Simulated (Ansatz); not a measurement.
Zr (hcp, Mg type), conventional cell a = b = 3.246 Å, c = 5.151 Å, α = β = 90.00°, γ = 120.00°. The calculation uses the primitive cell of 2 atoms, to which meshes and values per cell refer.

The volume is varied about the relaxed value V₀ at fixed cell shape. Symmetry pins the atoms to their sites.

Computed with r2SCAN (plane waves to 500 eV, PAW, scalar-relativistic; Ansatz, an electronic-structure program). k mesh 16×16×9 (Γ-centred), Fermi-Dirac smearing 0.05 eV. Energies are smeared free energies. Compression counts positive. With the shape held, the modulus is that of even scaling; a crystal free to change shape is softer. Zr is run without spin polarisation. Zr was relaxed with its symmetry unable to fall. ΔE is measured from the relaxed starting cell.

| V (Å³/atom) | ΔE (eV/atom) | P (GPa) |
|---|---|---|
| 21.150 | 0.081 | 11.9 |
| 21.738 | 0.044 | 8.4 |
| 22.325 | 0.019 | 5.3 |
| 22.913 | 0.005 | 2.5 |
| 23.500 | 0.000 | 0.0 |
| 24.088 | 0.004 | -2.3 |
| 24.675 | 0.016 | -4.3 |
| 25.263 | 0.036 | -6.1 |
| 25.850 | 0.061 | -7.8 |

Read from the data:

```
Property                                                                       Value
---------------------------------------------------------------------  -------------
Pressure at the smallest volume                                             11.9 GPa
Energy cost of the largest compression                                   81 meV/atom
Energy cost of the largest expansion                                     61 meV/atom
Bulk modulus at fixed cell shape B₀ (third-order Birch-Murnaghan fit)       95.6 GPa
Pressure derivative B₀′ (fit)                                                    3.2
Equilibrium volume of the fit                                          23.50 Å³/atom
Pressure for 5 % compression (fit)                                           5.3 GPa
```

(Under strain, the slope of the energy per volume gives the stress and its curvature an elastic modulus.)
